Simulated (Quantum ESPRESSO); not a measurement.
## SiAsF3O3 (one run as intended and one with a planted mistake)

Simulated, not a measurement. The program is pw.x of Quantum ESPRESSO 7.5 (plane-wave density functional theory). The cell is made up: 8 atoms on a quartz lattice with one site empty, with randomly drawn elements, strain and displacements, not relaxed. PseudoDojo standard norm-conserving files (v0.5 for PBE, v0.4.1 for LDA and PBEsol) set the functional; there is no spin polarisation, spin-orbit coupling or dispersion term, and the masses in the input are unused placeholders.

Intended input:

```
&control calculation='scf', pseudo_dir='./dojo.nc.sr.pbe.v0_5.standard.upf', outdir='./o', disk_io='medium', tprnfor=.true., tstress=.true. /
&system ibrav=0, nat=8, ntyp=4, nbnd=35, ecutwfc=84.00895049, nosym=.true., tot_charge=0,
 occupations='smearing', smearing='fd', degauss=0.0018374661
/
&electrons conv_thr=7.350e-09, electron_maxstep=60, /
ATOMIC_SPECIES
As 1.0 As.upf
F 1.0 F.upf
O 1.0 O.upf
Si 1.0 Si.upf
CELL_PARAMETERS angstrom
5.077 0.0 0.0
-2.5385 4.3968 0.0
0.0 0.0 5.6033
ATOMIC_POSITIONS angstrom
Si 2.3489 -0.0136 3.6396
As -1.1561 2.0216 1.9745
F 1.3713 1.192 4.2326
O 3.3092 0.7579 2.6146
F 2.9851 2.5546 0.7811
F 0.2584 1.9201 1.1367
O -1.0811 3.2522 3.043
O 0.8477 3.6983 4.8616
K_POINTS automatic
5 5 4 1 1 1
```

The log is shortened where brackets say so; the opening notice, blank lines, dates and the lines on written files are dropped, and the path of the files is cut. It prints rydbergs, bohrs and kilobars, and counts compression as positive stress. Where no state is partly filled, the Fermi energy that it prints is only some level between the filled and the empty states on the mesh, and need not lie in the true gap.

Log of the intended run:

```
     Program PWSCF v.7.5
     Parallel version (MPI & OpenMP), running on       1 processor cores
     Number of MPI processes:                 1
     Threads/MPI process:                     1
     [start-up lines left out]
     bravais-lattice index     =            0
     lattice parameter (alat)  =       9.5941  a.u.
     unit-cell volume          =     844.0814 (a.u.)^3
     number of atoms/cell      =            8
     number of atomic types    =            4
     number of electrons       =        58.00
     number of Kohn-Sham states=           35
     kinetic-energy cutoff     =      84.0090  Ry
     charge density cutoff     =     336.0358  Ry
     scf convergence threshold =      7.3E-09
     mixing beta               =       0.7000
     number of iterations used =            8  plain     mixing
     Exchange-correlation= PBE
                           (   1   4   3   4   0   0   0)
     [axes and pseudopotential details left out]
   Cartesian axes
     site n.     atom                  positions (alat units)
         1        Si     tau(   1) = (   0.4626551  -0.0026787   0.7168800  )
         2        As     tau(   2) = (  -0.2277132   0.3981879   0.3889108  )
         3        F      tau(   3) = (   0.2701005   0.2347843   0.8336813  )
         4        O      tau(   4) = (   0.6518022   0.1492811   0.5149892  )
         5        F      tau(   5) = (   0.5879653   0.5031712   0.1538507  )
         6        F      tau(   6) = (   0.0508962   0.3781958   0.2238921  )
         7        O      tau(   7) = (  -0.2129407   0.6405751   0.5993697  )
         8        O      tau(   8) = (   0.1669687   0.7284420   0.9575734  )
     number of k points=    50  Fermi-Dirac smearing, width (Ry)=  0.0018
                       cart. coord. in units 2pi/alat
        k(    1) = (   0.1000000   0.1732055   0.1132592), wk =   0.0400000
        k(    2) = (   0.1000000   0.1732055   0.3397775), wk =   0.0400000
     [further k points left out]
     Dense  grid:    87775 G-vectors     FFT dimensions: (  60,  60,  64)
     Estimated max dynamical RAM per process >     114.92 MB
     Initial potential from superposition of free atoms
     starting charge      57.9991, renormalised to      58.0000
     Starting wfcs are   37 randomized atomic wfcs
     total cpu time spent up to now is       15.1 secs
     per-process dynamical memory:    85.0 Mb
     Self-consistent Calculation
     iteration #  1     ecut=    84.01 Ry     beta= 0.70
     Davidson diagonalization with overlap
     ethr =  1.00E-02,  avg # of iterations =  3.0
     total cpu time spent up to now is       59.5 secs
     total energy              =    -466.71194564 Ry
     estimated scf accuracy    <       2.16064775 Ry
     iteration #  2     ecut=    84.01 Ry     beta= 0.70
     Davidson diagonalization with overlap
     ethr =  3.73E-03,  avg # of iterations =  4.0
     total cpu time spent up to now is      105.9 secs
     total energy              =    -465.69976273 Ry
     estimated scf accuracy    <       9.17364174 Ry
     [iterations 3 to 12 left out]
     iteration # 13     ecut=    84.01 Ry     beta= 0.70
     Davidson diagonalization with overlap
     ethr =  1.98E-09,  avg # of iterations =  2.0
     total cpu time spent up to now is      437.8 secs
     total energy              =    -467.68901446 Ry
     estimated scf accuracy    <       0.00000004 Ry
     iteration # 14     ecut=    84.01 Ry     beta= 0.70
     Davidson diagonalization with overlap
     ethr =  7.62E-11,  avg # of iterations =  3.9
     total cpu time spent up to now is      475.4 secs
     End of self-consistent calculation
     [lines on levels left out]
     the Fermi energy is     4.0055 ev
!    total energy              =    -467.68901447 Ry
     estimated scf accuracy    <          3.0E-09 Ry
     smearing contrib. (-TS)   =      -0.00000001 Ry
     internal energy E=F+TS    =    -467.68901445 Ry
     The total energy is F=E-TS. E is the sum of the following terms:
     one-electron contribution =    -358.74786898 Ry
     hartree contribution      =     203.57464276 Ry
     xc contribution           =    -109.32054239 Ry
     ewald contribution        =    -203.19524585 Ry
     convergence has been achieved in  14 iterations
     Forces acting on atoms (cartesian axes, Ry/au):
     atom    1 type  4   force =     0.14431004    0.00442578    0.39226349
     atom    2 type  1   force =     0.09561967    0.12608418   -0.08065035
     atom    3 type  2   force =     0.02260884   -0.05952503   -0.05908419
     atom    4 type  3   force =    -0.03188316   -0.15909392    0.00203232
     atom    5 type  2   force =    -0.08404755    0.04144168   -0.09170376
     atom    6 type  2   force =     0.05719153   -0.02980152   -0.00175086
     atom    7 type  3   force =    -0.08497628   -0.02198830   -0.02574641
     atom    8 type  3   force =    -0.11882309    0.09845712   -0.13536024
     Total force =     0.558563     Total SCF correction =     0.000151
     Computing stress (Cartesian axis) and pressure
          total   stress  (Ry/bohr**3)                   (kbar)     P=      100.74
   0.00053817   0.00070896  -0.00023700           79.17      104.29      -34.86
   0.00070896   0.00109011  -0.00009880          104.29      160.36      -14.53
  -0.00023700  -0.00009880   0.00042611          -34.86      -14.53       62.68
     init_run     :     14.63s CPU     14.95s WALL (       1 calls)
     electrons    :    439.70s CPU    460.36s WALL (       1 calls)
     forces       :      7.42s CPU      7.55s WALL (       1 calls)
     stress       :     25.74s CPU     25.86s WALL (       1 calls)
     [timing details left out]
     PWSCF        :   8m 7.82s CPU   8m29.39s WALL
     JOB DONE.
```

A second run has one planted mistake: the self-consistency threshold is too loose. The input lines that differ, file-writing options aside:

```
- &electrons conv_thr=7.350e-09, electron_maxstep=60, /
+ &electrons conv_thr=2.940e-03, electron_maxstep=60, /
```

Its log:

```
     Program PWSCF v.7.5
     Parallel version (MPI & OpenMP), running on       1 processor cores
     Number of MPI processes:                 1
     Threads/MPI process:                     1
     [start-up lines left out]
     bravais-lattice index     =            0
     lattice parameter (alat)  =       9.5941  a.u.
     unit-cell volume          =     844.0814 (a.u.)^3
     number of atoms/cell      =            8
     number of atomic types    =            4
     number of electrons       =        58.00
     number of Kohn-Sham states=           35
     kinetic-energy cutoff     =      84.0090  Ry
     charge density cutoff     =     336.0358  Ry
     scf convergence threshold =      2.9E-03
     mixing beta               =       0.7000
     number of iterations used =            8  plain     mixing
     Exchange-correlation= PBE
                           (   1   4   3   4   0   0   0)
     [axes and pseudopotential details left out]
   Cartesian axes
     site n.     atom                  positions (alat units)
         1        Si     tau(   1) = (   0.4626551  -0.0026787   0.7168800  )
         2        As     tau(   2) = (  -0.2277132   0.3981879   0.3889108  )
         3        F      tau(   3) = (   0.2701005   0.2347843   0.8336813  )
         4        O      tau(   4) = (   0.6518022   0.1492811   0.5149892  )
         5        F      tau(   5) = (   0.5879653   0.5031712   0.1538507  )
         6        F      tau(   6) = (   0.0508962   0.3781958   0.2238921  )
         7        O      tau(   7) = (  -0.2129407   0.6405751   0.5993697  )
         8        O      tau(   8) = (   0.1669687   0.7284420   0.9575734  )
     number of k points=    50  Fermi-Dirac smearing, width (Ry)=  0.0018
                       cart. coord. in units 2pi/alat
        k(    1) = (   0.1000000   0.1732055   0.1132592), wk =   0.0400000
        k(    2) = (   0.1000000   0.1732055   0.3397775), wk =   0.0400000
     [further k points left out]
     Dense  grid:    87775 G-vectors     FFT dimensions: (  60,  60,  64)
     Estimated max dynamical RAM per process >     114.92 MB
     Initial potential from superposition of free atoms
     starting charge      57.9991, renormalised to      58.0000
     Starting wfcs are   37 randomized atomic wfcs
     total cpu time spent up to now is       13.2 secs
     per-process dynamical memory:    67.5 Mb
     Self-consistent Calculation
     iteration #  1     ecut=    84.01 Ry     beta= 0.70
     Davidson diagonalization with overlap
     ethr =  1.00E-02,  avg # of iterations =  3.0
     total cpu time spent up to now is       50.6 secs
     total energy              =    -466.71194564 Ry
     estimated scf accuracy    <       2.16064775 Ry
     iteration #  2     ecut=    84.01 Ry     beta= 0.70
     Davidson diagonalization with overlap
     ethr =  3.73E-03,  avg # of iterations =  4.0
     total cpu time spent up to now is       80.7 secs
     total energy              =    -465.69976273 Ry
     estimated scf accuracy    <       9.17364174 Ry
     [iterations 3 to 5 left out]
     iteration #  6     ecut=    84.01 Ry     beta= 0.70
     Davidson diagonalization with overlap
     ethr =  1.78E-04,  avg # of iterations =  2.1
     total cpu time spent up to now is      188.5 secs
     total energy              =    -467.68563346 Ry
     estimated scf accuracy    <       0.02317869 Ry
     iteration #  7     ecut=    84.01 Ry     beta= 0.70
     Davidson diagonalization with overlap
     ethr =  4.00E-05,  avg # of iterations =  6.9
     total cpu time spent up to now is      220.3 secs
     End of self-consistent calculation
     [lines on levels left out]
     the Fermi energy is     3.9917 ev
!    total energy              =    -467.68871547 Ry
     estimated scf accuracy    <       0.00054451 Ry
     smearing contrib. (-TS)   =      -0.00000000 Ry
     internal energy E=F+TS    =    -467.68871546 Ry
     The total energy is F=E-TS. E is the sum of the following terms:
     one-electron contribution =    -358.66596707 Ry
     hartree contribution      =     203.48891612 Ry
     xc contribution           =    -109.31641866 Ry
     ewald contribution        =    -203.19524585 Ry
     convergence has been achieved in   7 iterations
     Forces acting on atoms (cartesian axes, Ry/au):
     atom    1 type  4   force =     0.14568699    0.00351522    0.38904740
     atom    2 type  1   force =     0.09189014    0.12778131   -0.07320756
     atom    3 type  2   force =     0.02532053   -0.06149942   -0.05872899
     atom    4 type  3   force =    -0.03463594   -0.16423766    0.00749522
     atom    5 type  2   force =    -0.08496291    0.04270653   -0.09904543
     atom    6 type  2   force =     0.05903362   -0.02913234   -0.00795819
     atom    7 type  3   force =    -0.08202579   -0.01852606   -0.01909025
     atom    8 type  3   force =    -0.12030663    0.09939243   -0.13851221
     Total force =     0.559510     Total SCF correction =     0.071556
     SCF correction compared to forces is large: reduce conv_thr to get better values
     Computing stress (Cartesian axis) and pressure
          total   stress  (Ry/bohr**3)                   (kbar)     P=       95.06
   0.00050311   0.00071421  -0.00025124           74.01      105.06      -36.96
   0.00071421   0.00105993  -0.00008556          105.06      155.92      -12.59
  -0.00025124  -0.00008556   0.00037557          -36.96      -12.59       55.25
     init_run     :     12.03s CPU     13.08s WALL (       1 calls)
     electrons    :    196.85s CPU    207.14s WALL (       1 calls)
     forces       :      4.28s CPU      4.36s WALL (       1 calls)
     stress       :     18.16s CPU     18.26s WALL (       1 calls)
     [timing details left out]
     PWSCF        :   3m51.51s CPU   4m 3.24s WALL
     JOB DONE.
```

```
                                            intended run  run with the mistake
                          free energy (eV)     -6363.233             -6363.229
                    smearing term -TS (eV)        0.0000                0.0000
                            pressure (GPa)         10.07                  9.51
            largest force component (eV/Å)        10.085                10.003
largest change of a force component (eV/Å)                               0.191
                                iterations            14                     7
```

For scale, a rerun of the intended cell at 1437 eV and a 7 x 7 x 6 mesh moved values by no more than 0.004 eV in energy, 0.02 GPa in stress and 0.002 eV/Å in force.